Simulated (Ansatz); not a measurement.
What moves the field gradients of Sr3Sc3N5?

Cell of run 1: a computed structure from the Materials Project (it need not be an observed phase), atoms as given.

Space group P-1 (No. 2); a = 6.2297, b = 7.8145, c = 9.1549 Å, α = 108.25°, β = 105.62°, γ = 98.36°.

```
site  Wyckoff  site symmetry       x       y       z
 Sr1       2i              1  0.7783  0.4332  0.5979
 Sr3       2i              1  0.6757  0.8539  0.8912
 Sr5       2i              1  0.6771  0.6245  0.2025
 Sc7       2i              1  0.8955  0.3076  0.9654
 Sc9       2i              1  0.7177  0.9606  0.5740
Sc11       2i              1  0.1385  0.8680  0.7089
 N13       2i              1  0.9913  0.0908  0.8033
 N15       2i              1  0.8258  0.7105  0.5140
 N17       2i              1  0.7693  0.5136  0.8885
 N19       2i              1  0.3974  0.9206  0.6074
 N21       2i              1  0.2677  0.7563  0.8820
```

One atom of each set is listed.

All runs are DFT with Ansatz 0.2.0 (plane waves and PAW, scalar-relativistic unless spin–orbit coupling is named, Γ-centred meshes, Fermi–Dirac smearing where given) in this cell.

Run 1: PBE, atoms as given; 420 eV, 5×4×4 k-points, smearing 0.02 eV.
Run 2: r2SCAN, atoms as given; 500 eV, 5×4×4 k-points, smearing 0.02 eV.
Run 3: LDA, atoms as given; 420 eV, 5×4×4 k-points, smearing 0.02 eV.

```
run  Sr1 V_zz (η)  Sr3 V_zz (η)  Sr5 V_zz (η)  Sc9 V_zz (η)  N13 V_zz (η)
  1  12.71 (0.22)   6.86 (0.52)   8.23 (0.15)  -6.05 (0.22)  -2.74 (0.87)
  2             ?             ?             ?             ?             ?
  3  12.76 (0.22)   6.85 (0.53)   8.24 (0.14)  -6.08 (0.23)  -2.82 (0.87)
```

V_zz in 10²¹ V/m²; 5 of the 11 sets of like atoms are followed.

(1) Estimate the row of run 2.

## Answers

(1) Sr1: 13.04 (0.21); Sr3: 7.05 (0.51); Sr5: 8.55 (0.15); Sc9: -5.92 (0.23); N13: -2.87 (0.84). It lies nearest to run 1, from whose tensors on these sites it differs by 0.36 at most (largest principal value of the difference, on Sr5).

Without spin–orbit coupling (the program notes it for Sr) the gradients are little affected as a rule: paired runs on crystals with a gap mostly move them by under 2 % at such atoms. In run 3 the atoms aren't at the calculated equilibrium (largest force 0.32 eV/Å). The cell isn't the equilibrium one in run 3 (calculated pressure -7 GPa), and the entry's cell may itself be off.
